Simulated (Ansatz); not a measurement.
The start is a generated cell, Si2Ni placed in the AFLOW prototype A2B_hP6_191_h_e (C_h, as in Cu2Te). Cell shape, volume and atoms are optimised at zero target pressure with PBE (plane waves to 420 eV, PAW, scalar-relativistic; Ansatz, a program for electronic structure). The first steps use a coarse 7×7×4 k-mesh.

Starting cell:
```
Si2Ni
1.0
    3.63356     0.00000     0.00000
   -1.81678     3.14675     0.00000
    0.00000     0.00000     6.21487
Si Ni
4 2
Cartesian
  0.00000   2.09784   0.99438
  1.81678   1.04892   0.99438
  1.81678   1.04892   5.22049
  0.00000   2.09784   5.22049
  0.00000   0.00000   1.90175
  0.00000   0.00000   4.31312
```
Spin-polarised start, with parallel moments on Ni.

Q: Which atoms feel the largest initial force, and how large is it?

A: About 7.2 eV/Å, on Si1, Si2, Si3, Si4 (atoms numbered as listed).

Q: How much energy is released per atom?

A: 1.07 eV/atom.

Q: How do the shortest distances between atoms change?

A: The closest pairs of elements (up to four, under 3.6 Å), start → end: Si–Si 1.99 → 2.38 Å; Ni–Si 2.29 → 2.42 Å; Ni–Ni 2.41 → 2.65 Å.

Q: Is the relaxed structure metallic? Give its gap.

A: Zero (metallic).

Q: What magnetic moments remain?

A: Zero (the starting moments vanished).

Q: What does it relax into? Give the structure.

A: 
```cif
data_Ni2Si4
_chemical_formula_sum 'Si4 Ni2'
_space_group_name_H-M_alt 'P6/mmm'
_space_group_IT_number 191
_space_group_name_Hall '-P 6 2'
_cell_length_a 4.12789
_cell_length_b 4.12789
_cell_length_c 5.96887
_cell_angle_alpha 90.000
_cell_angle_beta 90.000
_cell_angle_gamma 120.000
loop_
_atom_site_label
_atom_site_type_symbol
_atom_site_symmetry_multiplicity
_atom_site_Wyckoff_symbol
_atom_site_fract_x
_atom_site_fract_y
_atom_site_fract_z
_atom_site_occupancy
Si1 Si 4 h 0.33333 0.66667 0.20305 1
Ni1 Ni 2 e 0.00000 0.00000 0.27782 1
```

The space group stays P6/mmm (No. 191) (the run could not lower it); the end is AFLOW prototype A2B_hP6_191_h_e (C_h, as in Cu2Te), with 6 atoms in the primitive cell. Final values are on a 13×13×8 k-mesh of the relaxed cell. No spin polarisation in the result: the starting moments vanished. A magnetic state may lie lower.

The run could not lose the symmetry of its start: the end is stationary, and may be a saddle point rather than a minimum.

The relaxed structure here is a generated cell of Si2Ni: the first start was made by placing the elements on the sites of a structure type, and the end was not matched to a known phase here, so it may be hypothetical. Known forms of Si2Ni include space group No. 225.
